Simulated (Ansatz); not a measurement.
Values for one crystal, relaxed and computed with r²SCAN (plane waves, PAW; program Ansatz); other levels are named.

```yaml
volume_per_atom: 17.56 Å³
band_gap: 0.19 eV (direct)
Electron effective mass, band 1 of 2 at the edge: 0.54 along x, 0.36 along z (mₑ)
HSE06 gap on the r²SCAN cell: 0.22 eV
Gap with spin–orbit coupling: 0.02 eV (the band order may be inverted)
conduction_band_minimum: at Γ
Electron effective mass, band 2 of 2 at the edge: 0.15 along x, 0.36 along z (mₑ)
```

### Question
Pick the material that matches.
(A) Ga3Ir, P4_2/mnm (Ga on 4c, Ga on 8j, Ir on 4f)
(B) In3Ru, P4_2/mnm (In on 8j, In on 4c, Ru on 4f)
(C) SrMg2Bi2, P-3m1 (Sr on 1a, Mg on 2d, Bi on 2d)
(D) Be5Pt, F-43m (Be on 4c, Be on 16e, Pt on 4a)

### Answer
A, Ga3Ir, P4_2/mnm (Ga on 4c, Ga on 8j, Ir on 4f)

The workflow started from a Materials Project entry (that database holds measured and hypothetical structures alike); the Crystallography Open Database copy checked does not list it. Its standing as an ambient phase is unchecked. Symmetry was held in the r²SCAN relaxation; its stability against distortions is not shown here. The run is not spin-polarised. Spin–orbit coupling is left out wherever it is not named.

Potentials: the later of the program's two PAW sets.
